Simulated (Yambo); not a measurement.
Yambo run on AgI (space group P4/nmm, No. 129). The wavefunctions are norm-conserving PBEsol (Quantum ESPRESSO, 82 Ry, with spin-orbit coupling) ones on a 2×2×2 mesh (52 occupied bands); a = b = 4.3924 Å, c = 6.2191 Å, α = β = γ = 90.00°.

Yambo input:

```
rim_cut
HF_and_locXC
RandQpts= 1000000
RandGvec= 1 Ry
EXXRLvcs= 82 Ry
VXCRLvcs= 328 Ry
% QPkrange
 1 | 1 | 50 | 54 |
 2 | 2 | 52 | 53 |
 3 | 3 | 52 | 53 |
 4 | 4 | 52 | 53 |
 5 | 5 | 52 | 53 |
 6 | 6 | 52 | 53 |
%
```

k points by index: 1 = Γ, 2 = Z, 3 = X, 4 = R, 5 = M, 6 = A.

The o-*.hf file then holds:

```
#    K-point    Band    Eo [eV]    Ehf [eV]    Vxc [eV]    Vnlxc [eV]
#
    1    50    -0.408166    -3.516910    -15.17541    -18.28415
    1    51    0.000000    -3.040566    -15.16656    -18.20713
    1    52    0.000000    -3.040566    -15.16656    -18.20713
    1    53    0.829283    5.000630    -9.856783    -5.685437
    1    54    0.829283    5.000630    -9.856783    -5.685437
    2    52    -0.854853    -4.322575    -15.11549    -18.58321
    2    53    2.768505    7.320767    -11.24595    -6.693692
    3    52    -1.032953    -4.557529    -15.16099    -18.68557
    3    53    3.288366    7.846095    -11.80910    -7.251369
    4    52    -0.773963    -3.930116    -14.93995    -18.09611
    4    53    1.960483    6.255117    -10.99925    -6.704619
    5    52    -2.056859    -5.413232    -13.97995    -17.33632
    5    53    2.652538    6.477350    -10.95666    -7.131844
    6    52    -1.829928    -6.571222    -20.82240    -25.56369
    6    53    4.113650    8.723267    -12.62276    -8.013138
```
Exchange alone, without screening.

Geometry relaxed with PBE+D3(BJ).

This is not the ordinary phase of the substance; no match was found in the copy of COD used, and its stability was not checked.
